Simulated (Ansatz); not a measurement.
Profile along the Hf–Hf line in Hf (hcp, Mg type)

Hf (hcp, Mg type)

```cif
data_Hf2
_chemical_formula_sum 'Hf2'
_space_group_name_H-M_alt 'P 1'
_space_group_IT_number 1
_cell_length_a 3.20412
_cell_length_b 3.20412
_cell_length_c 5.06894
_cell_angle_alpha 90.000
_cell_angle_beta 90.000
_cell_angle_gamma 120.000
loop_
_space_group_symop_operation_xyz
  'x, y, z'
loop_
_atom_site_label
_atom_site_type_symbol
_atom_site_fract_x
_atom_site_fract_y
_atom_site_fract_z
_atom_site_occupancy
Hf1 Hf 0.33333 0.66667 0.75000 1
Hf2 Hf 0.66667 0.33333 0.25000 1
```

Fields along a shortest Hf–Hf line of a (1 -1 0 0) plane (3.20 Å), from Hf to Hf, interpolated on the slice's grid (step about 0.2 Å). Method: PBE (plane waves to 420 eV, PAW, scalar-relativistic; Ansatz, a program for electronic structure). k mesh 17×17×9. Inside the PAW spheres the values are not all-electron values, and peaks at nuclei hang on which shells count as valence. Hf is run without spin polarisation. Hf was relaxed with its symmetry unable to fall. Spin-orbit coupling is left out, though Hf is heavy. The PAW data are Ansatz's earlier set.

```tsv
distance from Hf (Å)	valence electron density (e/Å³)	electron localisation function
0.00	59.64	x
0.32	29.95	x
0.64	4.71	0.75
0.96	0.68	0.32
1.28	0.23	0.16
1.60	0.19	0.28
1.92	0.23	0.16
2.24	0.68	0.32
2.56	4.71	0.75
2.88	29.95	x
3.20	59.64	x
```

x: too close to a nucleus for the ELF to mean much.

Density on the Hf–Hf line (3.20 Å) at its midpoint: 0.19 e/Å³. ELF at that point: 0.3.
